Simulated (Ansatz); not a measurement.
Consider the following.

GaP (zinc blende, space group No. 216), a = 5.451 Å, b = 5.451 Å, c = 5.451 Å, α = 90.00°, β = 90.00°, γ = 90.00°; the cell used has 2 atoms.

This is the r²SCAN-relaxed structure.

**Question.** All from plane-wave PAW r²SCAN (Ansatz code), unless another level is named. Predict the hole effective mass, band 2 of 3 at the edge.

**Answer.** 0.37 along [100], 0.37 along [110], 0.86 along [111] (mₑ).

**Question.** Give the gap with spin–orbit coupling.

**Answer.** 1.82 eV.

**Question.** Give the electron effective mass.

**Answer.** 0.23, 0.23, 1.0 mₑ (principal values).

**Question.** Predict the hole effective mass, band 3 of 3 at the edge.

**Answer.** 0.13 along [100], 0.097 along [110], 0.091 along [111] (mₑ).

**Question.** Next, the weight of the valence-edge state by species (Voronoi cells)?

**Answer.** P 77 %, Ga 23 %.

Space group F-43m (zinc blende). Symmetry was held in the r²SCAN relaxation. Spin–orbit coupling is left out wherever it is not named.

Potentials: the later of the program's two PAW sets.
